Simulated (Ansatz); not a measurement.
C (graphite type, space group P6_3/mmc)

```yaml
crystal:
  lattice:
    - [2.46498, 0.00000, 0.00000]
    - [-1.23249, 2.13473, 0.00000]
    - [0.00000, 0.00000, 6.72886]
  atoms:
    - { symbol: C, position: [0.00000, 0.00000, 0.25000] }
    - { symbol: C, position: [0.00000, 0.00000, 0.75000] }
    - { symbol: C, position: [0.33333, 0.66667, 0.25000] }
    - { symbol: C, position: [0.66667, 0.33333, 0.75000] }
```

This relaxed cell (volume V₀) is scaled evenly in all directions, its shape held. Symmetry pins the atoms to their sites.

Level of theory: PBE-D3(BJ) (plane waves to 420 eV, PAW, scalar-relativistic; Ansatz, an electronic-structure program). k mesh 15×15×5 (Γ-centred), Fermi-Dirac smearing 0.05 eV. Stress and pressure are positive under compression. C was relaxed with its symmetry unable to fall. The PAW data are Ansatz's earlier set.

At one point of the scan the stress tensor (GPa) is:

```
   15.2      0.0      0.0
    0.0     15.2      0.0
    0.0      0.0      0.4
```

Task: Which point is it?
A) V/V₀ = 0.968
B) V/V₀ = 0.904
C) V/V₀ = 0.872
D) V/V₀ = 0.936

Result: A, V/V₀ = 0.968

(A scan under strain: stresses follow from slopes of the energy per volume, elastic moduli from its curvatures.)
